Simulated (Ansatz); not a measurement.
## 4 guesses for Ca2Zr2N and where they end

These are results of DFT PBE, scalar-relativistic, plane waves, PAW (Ansatz 0.2.0), not measurements. All cells share a 420 eV cutoff and Γ-centred k meshes spaced at most about 0.3 Å⁻¹ (about 0.25 or finer for metals, 2π included). No spin polarisation in the final relaxations.

Each guess was relaxed in cell and atoms at zero pressure, within the symmetry of its start. All energies are static (0 K, no zero-point motion). Coordination counts Ca or Zr atoms around N (for each partner element, those within 1.25 times its shortest distance or 1.15 times the sum of covalent radii, where it is the nearest in units of that sum or under 1.3).

```tsv
guess	made from	start group	V start (Å³/atom)	end group	V end (Å³/atom)	coordination at the end	gap on mesh (eV)	E over the lowest end (meV/atom)
1	random cell	I4/mmm	20.7	?	?	?	?	?
2	random cell	P6/mmm	18.9	P6/mmm	30.2	N 8	0	868
3	random cell	P6/mmm	18.9	P6/mmm	41.1	N 2	0	986
4	CaCd2P2 type	P-3m1	18.3	P-3m1	23.9	N 6	0	0
```

Guess 1 as it starts:

```xyz
5
Lattice="-2.5106 2.5106 4.1068 2.5106 -2.5106 4.1068 2.5106 2.5106 -4.1068" Properties=species:S:1:pos:R:3 pbc="T T T"
Ca    0.0000    2.5106    2.0534
Ca    2.5106    0.0000    2.0534
Zr    0.0000    0.0000    6.0540
Zr    0.0000    0.0000    2.1596
N     0.0000    0.0000    0.0000
```

Question: Predict the end of this guess and its energy over the lowest end.

Answer: It ends in space group I4/mmm (No. 139), with a = 6.648 Å, c = 6.989 Å, 30.9 Å³/atom and no gap. It lies 1.08 eV/atom over the lowest end, above guess 3 and so the highest of the set. Counting Ca or Zr atoms around N, this end has N 2 and the lowest (guess 4) has N 6.

```yaml
crystal:
  lattice:
    - [-3.32389, 3.32389, 3.49440]
    - [3.32389, -3.32389, 3.49440]
    - [3.32389, 3.32389, -3.49440]
  atoms:
    - { symbol: Ca, position: [0.75000, 0.25000, 0.50000] }
    - { symbol: Ca, position: [0.25000, 0.75000, 0.50000] }
    - { symbol: Zr, position: [0.72608, 0.72608, 0.00000] }
    - { symbol: Zr, position: [0.27392, 0.27392, 0.00000] }
    - { symbol: N, position: [0.00000, 0.00000, 0.00000] }
```

The zero of energy is the elements' standard structures at the same level (N₂ as a molecule); no fitted shifts are applied.

Question: Is the lowest end bound against the elements?

Answer: Yes: its formation energy is −0.50 eV/atom. A negative formation energy is needed for stability but isn't enough: competing phases decide.

A magnetic state wasn't ruled out in cells without spin, among them I4/mmm. Cells relaxed within their symmetry can be saddle points. A lower structure may well exist outside this small set. Some types were kept out of the candidates beforehand, so the set may lack a known form.
